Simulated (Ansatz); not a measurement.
MoTe$_{2}$ (2H-MoS2 type, space group P6_3/mmc)

```xyz
6
Lattice="3.5421 0.0000 0.0000 -1.7711 3.0676 0.0000 0.0000 0.0000 14.1819" Properties=species:S:1:pos:R:3 pbc="T T T"
Mo     0.0000     2.0451    10.6364
Mo     1.7711     1.0225     3.5455
Te     0.0000     2.0451     1.7510
Te     1.7711     1.0225     8.8420
Te     1.7711     1.0225    12.4309
Te     0.0000     2.0451     5.3399
```

The volume is varied about the relaxed value V₀ at fixed cell shape. The atoms relax within the cell's symmetry.

All values below come from r2SCAN+rVV10 (plane waves to 500 eV, PAW, scalar-relativistic; Ansatz, a program for electronic structure). k mesh 11×11×3 (Γ-centred), Fermi-Dirac smearing 0.05 eV. E stands for the smeared free energy. Stress and pressure are positive under compression. MoTe2 is run without spin polarisation. MoTe2 was relaxed with its symmetry unable to fall. Spin-orbit coupling is left out, though Te is heavy. The zero of ΔE is the relaxed starting cell.

**Question.** Estimate the ΔE (meV/atom) and P (GPa) for V/V₀ = 0.940, 0.955, 0.970, 0.985, 1.030, 1.060.

**Answer.** 
```
V/V₀   ΔE (meV/atom)  P (GPa)
-----  -------------  -------
0.940           14.8     3.26
0.955            8.1     2.32
0.970            3.5     1.48
0.985            0.8     0.71
1.030            3.1    -1.26
1.060           11.9    -2.33
```

(Under strain, the slope of the energy per volume gives the stress and its curvature an elastic modulus.)
